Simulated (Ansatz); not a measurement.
In PBEsol (plane waves, PAW; program Ansatz), InMo3C in the anti-perovskite structure (Pm-3m) relaxes to a = 4.172 Å. In has 12 nearest neighbours from 2.95 Å (cuboctahedral); C has 6 nearest neighbours from 2.09 Å (octahedral). Its formation energy from the elements is 0.13 eV/atom, with no fitted shifts.

Electronic character: metallic (no gap). Gap from PBEsol with spin–orbit coupling: none (metallic).

An equation-of-state fit gives a bulk modulus of 241 GPa. The relaxed-ion elastic constants in GPa are C11 = 459, C12 = 133, C44 = 76.9. The elastic constants imply a Debye temperature near 453 K. The highest mode at Γ lies at 19.64 THz.

The start of the workflow was typed in or built on a structure type; neither database checked (COD, Materials Project) lists it. Whether it is the stable phase at ambient conditions was not checked. Symmetry was held in the PBEsol relaxation; whether a distortion lowers the energy is not shown. The run is not spin-polarised. As this level gives no gap, shear constants depend on the k-mesh and smearing (Fermi–Dirac, 0.1 eV here). As this level gives no gap, phonon frequencies hold no LO–TO term and depend on the k-mesh and smearing (Fermi–Dirac, 0.1 eV here). The references are the lowest solids computed at this level, not always the standard phases. Spin–orbit coupling is left out wherever it is not named.

Potentials: the later of the program's two PAW sets.
